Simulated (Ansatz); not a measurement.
# Guessed and relaxed cells of Ti2B

The cell of Ti2B is invented: random cell by space group and Wyckoff sites (Cmmm, No. 65). Its size is a rough estimate.

start.cif

```cif
data_structure
_symmetry_space_group_name_H-M 'Cmmm'
_symmetry_Int_Tables_number 65
_cell_length_a 5.5778
_cell_length_b 5.9129
_cell_length_c 5.2695
_cell_angle_alpha 90.000
_cell_angle_beta 90.000
_cell_angle_gamma 90.000
_cell_volume 173.79
loop_
_atom_site_label
_atom_site_type_symbol
_atom_site_symmetry_multiplicity
_atom_site_Wyckoff_symbol
_atom_site_fract_x
_atom_site_fract_y
_atom_site_fract_z
_atom_site_occupancy
Ti1 Ti 4 e 0.25000 0.25000 0.00000 1
Ti2 Ti 4 j 0.50000 0.79689 0.50000 1
B1 B 2 d 0.00000 0.00000 0.50000 1
B2 B 2 b 0.50000 0.00000 0.00000 1
```

These are results of DFT PBE, scalar-relativistic, plane waves, PAW in Ansatz, not measurements. Cutoff 420 eV, Gaussian smearing, Γ-centred meshes. Cell and atoms relax first on a coarse mesh and then on a finer one. In between, the cell is made exact in the group found at 0.06 Å. In metals the finer mesh still leaves noise of several meV/atom or more. The steps can't lower the symmetry of their start. No spin polarisation in the relaxation; trial moments died out in a coarse test.

end.cif

```cif
data_structure
_symmetry_space_group_name_H-M 'Cmmm'
_symmetry_Int_Tables_number 65
_cell_length_a 5.9383
_cell_length_b 6.9167
_cell_length_c 4.2366
_cell_angle_alpha 90.000
_cell_angle_beta 90.000
_cell_angle_gamma 90.000
_cell_volume 174.01
loop_
_atom_site_label
_atom_site_type_symbol
_atom_site_symmetry_multiplicity
_atom_site_Wyckoff_symbol
_atom_site_fract_x
_atom_site_fract_y
_atom_site_fract_z
_atom_site_occupancy
Ti1 Ti 4 e 0.25000 0.25000 0.00000 1
Ti2 Ti 4 j 0.50000 0.82160 0.50000 1
B1 B 2 d 0.00000 0.00000 0.50000 1
B2 B 2 b 0.50000 0.00000 0.00000 1
```

The symmetry stays Cmmm (No. 65). The volume per atom stays near 14.5 Å³. The shortest distance goes from 1.76 Å (Ti–B) to 2.22 Å (Ti–B). The energy falls by about 0.72 eV/atom (the start's value is from the coarse mesh).

```json
{
 "Volume per atom": "14.50 Å³",
 "Density": "4.07 g/cm³",
 "Formation energy": "+0.38 eV/atom",
 "Gap on the 8×8×10 mesh of the 6-atom cell": "0 eV (a metal)"
}
```

Energies over the elements count from the elements' standard structures at the same level, with no fitted energy shifts. It can't be a ground state, since the elements alone are lower.

The last run used Gaussian smearing of 0.10 eV. Symmetry constrained the relaxation, so the result can be a saddle point. In all, the 3 runs took 2.2 min on 1 thread of Arm Neoverse V2, with other jobs on the host. Another cell of Ti2B relaxed alike, in I4/mcm (a Materials Project cell), lies 0.78 eV/atom lower, so this cell isn't the stable form at this level.
